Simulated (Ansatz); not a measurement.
The elements of this relaxed trial crystal are hidden behind letters.

```
lattice vectors (Å)
   1.3726    0.7925   10.4083
  -1.3726    0.7925   10.4083
   0.0000   -1.5849   10.4083
fractional positions
X 0.2044 0.2044 0.2044
X 0.7956 0.7956 0.7956
Z 0.0000 0.0000 0.0000
Z 0.6025 0.6025 0.6025
Z 0.3975 0.3975 0.3975
```

Computed with DFT PBE, scalar-relativistic, plane waves, PAW (Ansatz). Plane waves to 420 eV, an 18×18×18 mesh through Γ for the 5-atom cell and 0.10 eV Gaussian smearing; no spin polarisation.

| Item | Value |
| --- | --- |
| Space group | R-3m (No. 166) |
| Conventional cell | a = 2.745 Å, c = 31.225 Å |
| Volume per atom | 13.59 Å³ |
| Density | 5.98 g/cm³ |
| Energy over the elements | −0.03 eV/atom |
| Gap on the 18×18×18 mesh of the 5-atom cell | 0 eV (a metal) |

Energies are uncorrected and count from the elements' standard states at the same level.

**Question.** X is a p-block element of period 3 and Z is a d-block element of period 4. Which elements are they?

**Answer.** X = Al, Z = Cu, so the formula is Al2Cu3. Density times volume gives a mean mass of 5.98 × 13.59/1.6605 = 48.9 u per atom, and this set has 48.9 u. Among the elements that the hints allow, noble gases aside, only these give it. Al has 3 Cu at 2.57 Å and 9 Al at 2.75–2.84 Å; Cu on a site of symmetry -3m has 6 Cu at 2.55 Å and 6 Cu at 2.75 Å; Cu on a site of symmetry 3m has 3 Cu at 2.55 Å, 3 Al at 2.57 Å and 6 Cu at 2.75 Å.

A structure relaxed within its symmetry needn't be a true minimum. Another cell of Al2Cu3 relaxed alike, in P-6m2, lies 68 meV/atom lower, so this cell isn't the stable form at this level.
